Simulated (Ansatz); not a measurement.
GaAg:
```
CELL_PARAMETERS angstrom
      3.23184     0.00000     0.00000
      0.00000     3.23184     0.00000
      0.00000     0.00000     3.23184
ATOMIC_POSITIONS crystal
  Ga 0.50000 0.50000 0.50000
  Ag 0.00000 0.00000 0.00000
```

Relaxed with PBEsol.

Tabulate the valence density and the electron localisation function along the shortest Ag–Ag contact (3.23 Å), PBEsol (plane waves, PAW; program Ansatz).



| distance from Ag (Å) | density (e/Å³) | ELF |
|---|---|---|
| 0.32 | 14.55 | 0.74 |
| 0.48 | 9.14 | 0.63 |
| 0.65 | 4.66 | 0.54 |
| 0.81 | 1.90 | 0.42 |
| 0.97 | 0.73 | 0.29 |
| 1.13 | 0.36 | 0.20 |
| 1.29 | 0.21 | 0.17 |
| 1.45 | 0.16 | 0.16 |
| 1.62 | 0.15 | 0.16 |
| 1.78 | 0.16 | 0.16 |
| 1.94 | 0.21 | 0.17 |
| 2.10 | 0.36 | 0.20 |
| 2.26 | 0.73 | 0.29 |
| 2.42 | 1.90 | 0.42 |
| 2.59 | 4.66 | 0.54 |
| 2.75 | 9.14 | 0.63 |
| 2.91 | 14.55 | 0.74 |

The density is the valence pseudo-density with augmentation charge, so density and ELF within about 1 Å of a nucleus are not all-electron values.

Space group Pm-3m (CsCl type). The workflow started from an entry of the Crystallography Open Database (COD). Its standing as an ambient phase is unchecked. Symmetry was held in the PBEsol relaxation. At this level the phase is mechanically unstable. The run is not spin-polarised.

Potentials: the later of the program's two PAW sets.
